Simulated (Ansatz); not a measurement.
Polymorphs of CdS, each relaxed with the program Ansatz at the HSE06 level (PAW):

A: NiAs type (P6_3/mmc)
a = 3.8402 Å, b = 3.8402 Å, c = 6.4474 Å, α = 90.00°, β = 90.00°, γ = 120.00°

```csv
atom,site,symmetry,x,y,z
Cd,2a,-3m.,0.0000,0.0000,0.0000
S,2c,-6m2,0.3333,0.6667,0.2500
```

B: wurtzite (P6_3mc)
a = b = 4.170 Å, c = 6.776 Å, α = β = 90.00°, γ = 120.00°

```json
[
 {"atom": "Cd", "site": "2b", "symmetry": "3m.", "x": "0.6667", "y": "0.3333", "z": "0.0010"},
 {"atom": "S", "site": "2b", "symmetry": "3m.", "x": "0.3333", "y": "0.6667", "z": "0.1242"}
]
```

C: rock salt (Fm-3m)
a = 5.4535 Å, b = 5.4535 Å, c = 5.4535 Å, α = 90.00°, β = 90.00°, γ = 90.00°

| atom | site | symmetry | x | y | z |
|---|---|---|---|---|---|
| Cd | 4a | m-3m | 0.0000 | 0.0000 | 0.0000 |
| S | 4b | m-3m | 0.5000 | 0.5000 | 0.5000 |

**Question.** Rank these by energy per atom at 0 K (lowest first), as HSE06 gives it.

**Answer.** B (+0 meV/atom), C (+136 meV/atom), A (+181 meV/atom)

**Question.** Give each one's gap.

**Answer.** A 1.64 eV; B 2.18 eV; C 1.23 eV.

Constructed cells (a structure type filled with these elements, in neither database checked): A. Not the usual ambient phase: A; C. All cells were relaxed under the symmetry of their starts (and spin orders); stability against distortions was not tested throughout. Scalar-relativistic: spin–orbit coupling is off unless named, which matters more the heavier the elements.

Potentials: the later of the program's two PAW sets.
